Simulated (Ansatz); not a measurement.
# NMR crystallography of TiO2 with Br replacing O: given against relaxed positions

Start: a supercell of TiO2 (rutile type, P4_2/mnm) built from a COD entry, with all atoms left at the host's positions.

```cif
data_Ti12BrO23
_symmetry_space_group_name_H-M 'Pmm2'
_symmetry_Int_Tables_number 25
_cell_length_a 6.4944
_cell_length_b 8.8722
_cell_length_c 6.4944
_cell_angle_alpha 90.000
_cell_angle_beta 90.000
_cell_angle_gamma 90.000
loop_
_atom_site_label
_atom_site_type_symbol
_atom_site_symmetry_multiplicity
_atom_site_Wyckoff_symbol
_atom_site_fract_x
_atom_site_fract_y
_atom_site_fract_z
Ti1 Ti 1 a 0.0000 0.0000 0.0000
Ti2 Ti 2 g 0.0000 0.3333 0.0000
Ti4 Ti 1 c 0.5000 0.0000 0.5000
Ti5 Ti 2 h 0.5000 0.3333 0.5000
Ti7 Ti 2 g 0.0000 0.1667 0.5000
Ti8 Ti 1 b 0.0000 0.5000 0.5000
Ti10 Ti 2 h 0.5000 0.1667 0.0000
Ti11 Ti 1 d 0.5000 0.5000 0.0000
Br Br 1 a 0.0000 0.0000 0.3050
O14 O 2 g 0.0000 0.3333 0.3050
O16 O 1 c 0.5000 0.0000 0.8050
O17 O 2 h 0.5000 0.3333 0.8050
O19 O 4 i 0.3050 0.1667 0.5000
O20 O 2 f 0.3050 0.5000 0.5000
O22 O 4 i 0.8050 0.1667 0.0000
O23 O 2 f 0.8050 0.5000 0.0000
O25 O 1 a 0.0000 0.0000 0.6950
O26 O 2 g 0.0000 0.3333 0.6950
O28 O 1 c 0.5000 0.0000 0.1950
O29 O 2 h 0.5000 0.3333 0.1950
```

One atom of each set is listed; the run and its k-mesh use a cell of 36 atoms with edges of 6.49, 6.49, 8.87 Å.

Method: Kohn–Sham DFT in Ansatz, PBE, plane waves and PAW, scalar-relativistic, 420 eV cutoff, Γ-centred 3×3×2 k-points, Fermi–Dirac smearing 0.01 eV, cell charge +1.

The largest force at the start is 16 eV/Å. Relaxing the ions at fixed cell moves them by 0.392 Å at most (atom 1, Ti) and 0.155 Å rms.

```json
{"site": "Ti1", "moved (Å)": "0.392", "first shell before": "5 O at 1.95–1.98 Å, 1 Br at 1.98 Å", "first shell after": "5 O at 1.78–1.97 Å, 1 Br at 2.25 Å", "V_zz before (10²¹ V/m²)": "1.53", "η before": "0.90"}
{"site": "Ti2", "moved (Å)": "0.059", "first shell before": "6 O at 1.95–1.98 Å", "first shell after": "6 O at 1.94–1.99 Å", "V_zz before (10²¹ V/m²)": "-2.24", "η before": "0.29"}
{"site": "Ti4", "moved (Å)": "0.043", "first shell before": "6 O at 1.95–1.98 Å", "first shell after": "6 O at 1.94–2.00 Å", "V_zz before (10²¹ V/m²)": "-2.24", "η before": "0.11"}
{"site": "Ti5", "moved (Å)": "0.014", "first shell before": "6 O at 1.95–1.98 Å", "first shell after": "6 O at 1.95–1.99 Å", "V_zz before (10²¹ V/m²)": "-2.03", "η before": "0.05"}
{"site": "Ti7", "moved (Å)": "0.363", "first shell before": "5 O at 1.95–1.98 Å, 1 Br at 1.95 Å", "first shell after": "5 O at 1.80–1.99 Å, 1 Br at 2.39 Å", "V_zz before (10²¹ V/m²)": "-3.01", "η before": "0.60"}
{"site": "Br", "moved (Å)": "0.121", "first shell before": "3 Ti at 1.95–1.98 Å", "first shell after": "3 Ti at 2.25–2.39 Å", "V_zz before (10²¹ V/m²)": "5.41", "η before": "0.13"}
{"site": "O14", "moved (Å)": "0.083", "first shell before": "3 Ti at 1.95–1.98 Å", "first shell after": "3 Ti at 1.90–1.96 Å", "V_zz before (10²¹ V/m²)": "-2.79", "η before": "0.54"}
{"site": "O20", "moved (Å)": "0.061", "first shell before": "3 Ti at 1.95–1.98 Å", "first shell after": "3 Ti at 1.95–1.97 Å", "V_zz before (10²¹ V/m²)": "-2.35", "η before": "0.99"}
{"site": "O25", "moved (Å)": "0.191", "first shell before": "3 Ti at 1.95–1.98 Å", "first shell after": "3 Ti at 1.78–1.89 Å", "V_zz before (10²¹ V/m²)": "4.29", "η before": "0.36"}
{"site": "O26", "moved (Å)": "0.226", "first shell before": "3 Ti at 1.95–1.98 Å", "first shell after": "3 Ti at 1.80–1.99 Å", "V_zz before (10²¹ V/m²)": "2.23", "η before": "0.96"}
{"site": "O28", "moved (Å)": "0.019", "first shell before": "3 Ti at 1.95–1.98 Å", "first shell after": "3 Ti at 1.97–2.00 Å", "V_zz before (10²¹ V/m²)": "2.03", "η before": "0.65"}
```

**Question.** What are V_zz and η after the relaxation?

**Answer.** 

```tsv
site	V_zz after	η after	change of V_zz
Ti1	-4.79	0.64	–
Ti2	-2.94	0.69	-0.70
Ti4	1.71	0.47	–
Ti5	-2.02	0.32	+0.01
Ti7	-5.70	0.34	-2.69
Br	-13.55	0.20	-18.96
O14	2.85	0.74	–
O20	2.41	0.93	–
O25	-2.17	0.62	–
O26	3.20	0.07	+0.97
O28	1.44	0.61	-0.59
```

The largest change of V_zz along a kept axis is on Br, from 5.41 to -13.55. In per cent, |V_zz| changes by -1 to +89 on Ti, -29 to +43 on O (all sites that start above 0.5, bar those whose gradient vanishes or changes sign or whose main axis turns by over 40°). Where |V_zz| stays above 0.1 and the axes keep their order, η moves most on O26, from 0.96 to 0.07. On Br, Ti7 V_xx and V_yy change places (or their axes turn by over 50°), so the two values of η hide a larger change. V_zz changes sign on Br (same axis). On O25, O14, O20, Ti4, Ti1 the largest principal value lies along another axis in the second run, so the two V_zz can't be compared directly. The table leaves out 9 of the 20 sites, with |V_zz| up to 3.57; their tensors move by 2.03 at most along any direction. The statements above cover all sites. The host's own positions weren't relaxed first, so part of the change far from the defect can be the host's relaxation.

The defect repeats with the cell of 36 atoms, so it feels its images: sites between two images don't show the values beside a lone defect, and zeros or small values of η there can come from the images' arrangement. O and Ti carry a gradient in the pure host already, so the values there aren't the defect's effect alone. A uniform background compensates the cell's charge.
Before: The cell keeps the host's lattice, where the PBE pressure is 20 GPa (in a charged cell this depends on the convention for the mean potential). The neighbours have not yet relaxed around the defect (largest force 16 eV/Å), so the values at and beside it are those of a strained start, not of the defect in a real crystal.
After: The relaxation keeps the site symmetry mm2 of the start, so the impurity can move only along its axis; a start off the site could end lower. The cell keeps the host's lattice, where the PBE pressure is 15 GPa (in a charged cell this depends on the convention for the mean potential).
